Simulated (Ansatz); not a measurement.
input.yaml

```yaml
crystal:
  lattice:
    - [0.0, 2.4282122966, 2.4282122966]
    - [2.4282122966, 0.0, 2.4282122966]
    - [2.4282122966, 2.4282122966, 0.0]
  atoms:
    - { symbol: Mg, position: [0.0, 0.0, 0.0] }
    - { symbol: H, position: [0.75, 0.75, 0.75] }
    - { symbol: H, position: [0.25, 0.25, 0.25] }
basis:
  ecutwfc: 420
kpoints:
  mp_grid: { grid: [16, 16, 16] }
hamiltonian:
  xc: pbesol
scf:
  occupations: { method: gaussian, width: 0.1 }
output:
  forces: true
  stress: true
  eigenvalues: true
  populations: true
```

Run as
```bash
ansatz run input.yaml --threads 1 --pin off --max-ram 1331MiB --backend cpu --events-out ev --progress --plain --runs-dir out
```

The calculation used Ansatz 0.2.0, DFT PBEsol, scalar-relativistic, plane waves, PAW.

Abridged output:

```
Pseudopotentials: kind: paw
Pseudopotential: Mg, paw, valence charge 10, recommended cutoff 420 eV (normal)
Pseudopotential: H, paw, valence charge 1, recommended cutoff 420 eV (normal)
Functional definition: PBEsol
Crystal: 3 atoms, lattice volume = 28.635 Å³
Basis set: ecut = 420 eV, 537 PW (Γ), exchange–correlation on 48×48×48 points (8 copies of the dense FFT grid, shifted against one another)
Bands: 10, of which v1, the nominal top of the filled ones, is band 6 counted from 1 (5 counted from 0)
Symmetry: 48 space group operations
Space group: Fm-3m (ITA 225), of the structure as read, at distance tolerance 3.1e-5 Å
k-points: 145 of 4096
Initial density: superposition of atomic densities (neutral atoms: chi_scale 0, normalization atom), corrected by the library's trained network
Initial wavefunctions: pseudopotential atomic-orbital guess
Functional: x = pbesol(κ = 0.804, μ = 0.12345679), c = pbesol(β = 0.046)
SCF iter   1: F=—  HF=-1943.592096 eV  |F-HF|=—  |Δ(HF+E_count)|=         —  Δρ=4.93e-3  dr2=4.60e-3  ethr=1.77e-3  ⟨swp⟩=5.0  Hψ=9199  notcnv=0
SCF iter   2: F=—  HF=-1943.590473 eV  |F-HF|=—  |Δ(HF+E_count)|=   1.62e-3  Δρ=1.67e-3  dr2=5.43e-4  ethr=3.83e-5  ⟨swp⟩=1.1  Hψ=2632  notcnv=0
SCF iter   3: F=—  HF=-1943.590346 eV  |F-HF|=—  |Δ(HF+E_count)|=   1.27e-4  Δρ=1.47e-4  dr2=3.60e-6  ethr=4.53e-6  ⟨swp⟩=2.4  Hψ=2204  notcnv=0
SCF iter   4: F=—  HF=-1943.590315 eV  |F-HF|=—  |Δ(HF+E_count)|=   3.08e-5  Δρ=1.45e-5  dr2=3.76e-8  ethr=3.00e-8  ⟨swp⟩=2.3  Hψ=2251  notcnv=0
SCF iter   5: F=-1943.590315 eV  HF=-1943.590315 eV  |F-HF|=1.02e-9  |Δ(HF+E_count)|=   1.46e-8  Δρ=1.30e-6  dr2=2.69e-10  ethr=3.14e-10  ⟨swp⟩=2.1  Hψ=2175  notcnv=0
SCF iter   6: F=-1943.590315 eV  HF=-1943.590315 eV  |F-HF|=2.27e-13  |Δ(HF+E_count)|=   1.08e-9  Δρ=9.96e-8  dr2=1.43e-12  ethr=2.24e-12  ⟨swp⟩=1.1  Hψ=3863  notcnv=0
the search or the solves at the SCF's close seem to have found levels that the self-consistency loop had missed (the run counts 1). By its estimate they hold under 1e-12 electrons; where the run keeps them, the occupations were computed again with them
SCF 1 converged in 6 iterations: F = -1943.590315 eV  dr2 = 1.43e-12
SCF converged after 6 iterations
Free energy (F): -1943.590315 eV
Harris-Foulkes:  -1943.590315 eV  (|F-HF|=2.27e-13)
Internal energy: -1943.588806 eV  (E = F + TS)
E sigma→0 (E₀):  -1943.589560 eV
Entropy (-TS):   -0.001509 eV (-0.503 meV/atom)
Fermi energy:    5.116307 eV
--- Per-component energies (eV) ---
  E_band       = -368.160282
  E_kinetic    = 103.135145
  E_local      = -1663.560634  (includes V_loc(G=0)·N_el)
  E_nonlocal   = 98.310822
  E_hartree    = 591.493387
  E_xc         = -46.517792
  E_vxc        = -60.459716  (∫ρ·V_xc dr)
  E_paw        = -282.402531  (= ΣΔE_a)
  E_vpaw       = -28.570260  (= ΣTr[D̂ρ^β])
  E_aug_tail   = -0.002378  (compensation charges beyond the density's cutoff)
  E_ewald      = -744.103688
  E_core_change = 0.058862  (= ΣΔE_core)
  E_smearing   = -0.001509  (= −TS)
--- Forces (eV/Å), atoms counted from 1 ---
  atom   1  Mg     0.00000000     0.00000000     0.00000000
  atom   2  H      0.00000000     0.00000000     0.00000000
  atom   3  H      0.00000000     0.00000000     0.00000000
--- Stress (GPa, compression-positive) ---
       -4.309584       0.000000       0.000000
        0.000000      -4.309584       0.000000
        0.000000       0.000000      -4.309584
  P = ⅓ Tr σ = -4.3096 GPa (-43.096 kbar)
--- Band table (eV; the first three rows and the last of 145) ---
  k-point 0: bands = ["-71.0247", "-37.9591", "-37.9591", "-37.9591", "-4.4567", "6.0982", "14.1684", "14.1684", "14.1684", "16.3944"]
  k-point 1: bands = ["-71.0246", "-37.9597", "-37.9592", "-37.9592", "-4.3875", "5.9405", "13.7044", "14.0365", "14.0365", "16.6445"]
  k-point 2: bands = ["-71.0245", "-37.9613", "-37.9595", "-37.9595", "-4.1808", "5.4806", "12.9117", "13.7670", "13.7670", "16.1079"]
  k-point 144: bands = ["-71.0234", "-37.9691", "-37.9691", "-37.9647", "0.8987", "0.8987", "6.0838", "6.3756", "14.4633", "14.4633"]
--- Löwdin populations: 3 sites ---
  site symbol q [e]
     0     Mg      8.5576
     1      H      1.6586
     2      H      1.6586
  spilling = 0.010434 (of n_electrons = 12.000000)
```

The run converged.